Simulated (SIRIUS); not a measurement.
Band structure of SiC (P6_3mc, 4 atoms in the cell; from Materials Project mp-7140).

```
CELL_PARAMETERS angstrom
      3.07351     0.00000     0.00000
     -1.53676     2.66174     0.00000
      0.00000     0.00000     5.04525
ATOMIC_POSITIONS crystal
  Si 0.33333 0.66667 0.49960
  Si 0.66667 0.33333 0.99960
  C  0.33333 0.66667 0.87540
  C  0.66667 0.33333 0.37540
```

Level of theory: PBE, PseudoDojo 0.5 standard norm-conserving PBE (tails mended) pseudopotentials (plane waves; SIRIUS 7.12.0).

Settings: parameters.ngridk = 10 10 6; parameters.xc_functionals = [XC_GGA_X_PBE, XC_GGA_C_PBE]; parameters.gk_cutoff = 9.055 1/bohr; parameters.pw_cutoff = 18.111 1/bohr; parameters.smearing = gaussian; parameters.smearing_width = 0.0001 Ha; potentials = PseudoDojo 0.5 standard norm-conserving PBE (tails mended) pseudopotentials; parameters.electronic_structure_method = pseudopotential; parameters.num_bands = 20; parameters.num_mag_dims = 0; parameters.num_dft_iter = 100; parameters.energy_tol = 1e-07 Ha; parameters.density_tol = 1e-06; mixer.type = anderson.

The structure comes from a collection of computed structures, made at another level of theory; the collection holds predicted forms beside known ones.

Q: Predict the gap along the standard path and the places of the band edges.

A: The gap along the path is 2.28 eV, from Γ to K; the smallest direct gap on it is 3.99 eV.

Points are given in units of this cell's reciprocal vectors. Levels in eV from the top of the valence band on the path, bands 5 to 12:
```json
[
 {"point": "Γ (0 0 0)", "5": "-1.32", "6": "-0.11", "7": "0.00", "8": "0.00", "9": "4.82", "10": "6.22", "11": "6.69", "12": "6.69"},
 {"point": "M (0.5 0 0)", "5": "-5.44", "6": "-3.33", "7": "-3.29", "8": "-1.20", "9": "2.79", "10": "4.23", "11": "6.90", "12": "7.15"},
 {"point": "K (0.333 0.333 0)", "5": "-6.27", "6": "-4.05", "7": "-4.05", "8": "-3.84", "9": "2.28", "10": "8.18", "11": "8.87", "12": "8.87"},
 {"point": "A (0 0 0.5)", "5": "-0.71", "6": "-0.71", "7": "-0.71", "8": "-0.71", "9": "5.92", "10": "5.92", "11": "7.37", "12": "7.37"},
 {"point": "L (0.5 0 0.5)", "5": "-2.45", "6": "-2.45", "7": "-2.34", "8": "-2.34", "9": "3.29", "10": "3.29", "11": "5.27", "12": "5.27"},
 {"point": "H (0.333 0.333 0.5)", "5": "-5.65", "6": "-5.65", "7": "-1.74", "8": "-1.74", "9": "5.09", "10": "5.09", "11": "6.03", "12": "6.03"}
]
```

“Tails mended”: in these copies of the files the far tail of each local potential was reset to the Coulomb form.
